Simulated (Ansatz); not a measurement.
## HfW₂ single point

input.yaml (Ansatz 0.2.0)

```yaml
crystal:
  lattice:
    - [0.0, 3.796762, 3.796762]
    - [3.796762, 0.0, 3.796762]
    - [3.796762, 3.796762, 0.0]
  atoms:
    - { symbol: W, position: [0.625, 0.625, 0.625] }
    - { symbol: W, position: [0.125, 0.625, 0.625] }
    - { symbol: W, position: [0.625, 0.625, 0.125] }
    - { symbol: W, position: [0.625, 0.125, 0.625] }
    - { symbol: Hf, position: [0.0, 0.0, 0.0] }
    - { symbol: Hf, position: [0.25, 0.25, 0.25] }
  symmetry: { tolerance: 0.0003 }
kpoints:
  mp_grid: { grid: [8, 8, 8], shift: [0, 0, 0] }
  band_path:
    path:
      - [0.0, 0.0, 0.0]
      - [0.5, 0.0, 0.5]
      - [0.625, 0.25, 0.625]
      - [0.375, 0.375, 0.75]
      - [0.0, 0.0, 0.0]
      - [0.5, 0.5, 0.5]
      - [0.5, 0.25, 0.75]
      - [0.5, 0.0, 0.5]
    npoints: 8
magnetization:
  spin_polarized: false
scf:
  occupations: { method: fermi_dirac }
  lower_state_search: "off"
  max_iter: 200
hamiltonian:
  pseudopotentials: { kind: paw }
  xc: r2scan
basis:
  ecutwfc: 500
  fft_grid_basis: typed
output:
  forces: true
  stress: true
  eigenvalues: true
  bader: true
  populations: true
  elf: true
  write_potential: true
  volumetric_format: npy
  dos:
    e_range: [-12, 8]
    de: 0.05
    projected: { site_lists: { Hf: [Hf], W: [W] } }
checkpoint:
  read: saved_state
```

The saved state is an earlier solution for the same cell, perhaps on another mesh. 

Parts of the output:

```
SCF iter   1: F=-73056.3528 eV  Δρ=1.09e-3  dr2=4.64e-4  dr2_τ=3.06e-3
SCF iter   2: F=-73056.3529 eV  Δρ=6.41e-4  dr2=1.87e-4  dr2_τ=9.87e-5
SCF iter   3: F=-73056.3529 eV  Δρ=9.46e-5  dr2=5.96e-6  dr2_τ=1.51e-6
SCF iter   4: F=-73056.3529 eV  Δρ=7.56e-5  dr2=4.10e-6  dr2_τ=1.77e-6
SCF iter   5: F=-73056.3529 eV  Δρ=2.73e-5  dr2=5.15e-7  dr2_τ=1.43e-7
SCF iter   6: F=-73056.3529 eV  Δρ=8.30e-6  dr2=6.52e-8  dr2_τ=1.58e-8
Free energy (F): -73056.3529 eV
Harris-Foulkes:  -73056.3529 eV  (|F-HF|=2.40e-8)
Internal energy: -73056.2744 eV  (E = F + TS)
E sigma→0 (E₀):  -73056.3136 eV
Entropy (-TS):   -0.0785 eV (-13.085 meV/atom)
Fermi energy:    20.4984 eV
--- Stress (GPa, compression-positive) ---
       -0.7224       0.0000       0.0000
        0.0000      -0.7224       0.0000
        0.0000       0.0000      -0.7224
  P = ⅓ Tr σ = -0.7224 GPa (-7.224 kbar)
--- Bader charges: 6 sites ---
  site symbol  charge [e]  shift [e]
     0      W     -0.7693     0.0000
     1      W     -0.7692     0.0000
     2      W     -0.7692     0.0000
     3      W     -0.7692     0.0000
     4     Hf      1.5385     0.0000
     5     Hf      1.5385     0.0000
```

Origin: a database entry at a rescaled volume.
